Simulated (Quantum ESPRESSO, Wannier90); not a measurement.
# Tight-binding from DFT: Mg₂ZnO₃ (P-3m1)

Materials Project entry mp-1222123; symmetrised, unrelaxed at this level. Not found in the COD (Crystallography Open Database) copy used; not checked further. Level: PBEsol, no spin polarisation, no spin-orbit coupling; pw.x of Quantum ESPRESSO at 68 Ry with PseudoDojo potentials, 6×6×4 k-points, Wannier90. Density: 12×12×4 mesh, cold smearing 0.01 Ry.

```
begin unit_cell_cart
ang
    3.0329999785    0.0000000000    0.0000000000
   -1.5164999892    2.6266550310    0.0000000000
    0.0000000000    0.0000000000    7.4033200000
end unit_cell_cart
mp_grid = 6 6 4
```

Task: Which shells of neighbouring k-points and which b-vectors and weights does Wannier90 pick for this cell and mesh?

Result: 
```
 *---------------------------------- K-MESH ----------------------------------*
 +----------------------------------------------------------------------------+
 |                    Distance to Nearest-Neighbour Shells                    |
 |                    ------------------------------------                    |
 |          Shell             Distance (Ang^-1)          Multiplicity         |
 |          -----             -----------------          ------------         |
 |             1                   0.212175                      2            |
 |             2                   0.398681                      6            |
 |             3                   0.424349                      2            |
 |             4                   0.451624                     12            |
 |             5                   0.582253                     12            |
 |             6                   0.636524                      2            |
 |             7                   0.690536                      6            |
 |             8                   0.722397                     12            |
       ... (lines left out)
 +----------------------------------------------------------------------------+
 | The b-vectors are chosen automatically                                     |
 | The following shells are used:                       1,  2                 |
 +----------------------------------------------------------------------------+
 |                        Shell   # Nearest-Neighbours                        |
 |                        -----   --------------------                        |
 |                          1               2                                 |
 |                          2               6                                 |
 +----------------------------------------------------------------------------+
 | Completeness relation is fully satisfied [Eq. (B1), PRB 56, 12847 (1997)]  |
 +----------------------------------------------------------------------------+
 |                  b_k Vectors (Ang^-1) and Weights (Ang^2)                  |
 |                  ----------------------------------------                  |
 |            No.         b_k(x)      b_k(y)      b_k(z)        w_b           |
 |            ---        --------------------------------     --------        |
 |             1         0.000000    0.000000    0.212175    11.106655        |
 |             2         0.000000    0.000000   -0.212175    11.106655        |
 |             3         0.000000    0.398681    0.000000     2.097141        |
 |             4         0.345268    0.199341    0.000000     2.097141        |
 |             5         0.000000   -0.398681    0.000000     2.097141        |
 |             6         0.345268   -0.199341    0.000000     2.097141        |
 |             7        -0.345268   -0.199341    0.000000     2.097141        |
 |             8        -0.345268    0.199341    0.000000     2.097141        |
```
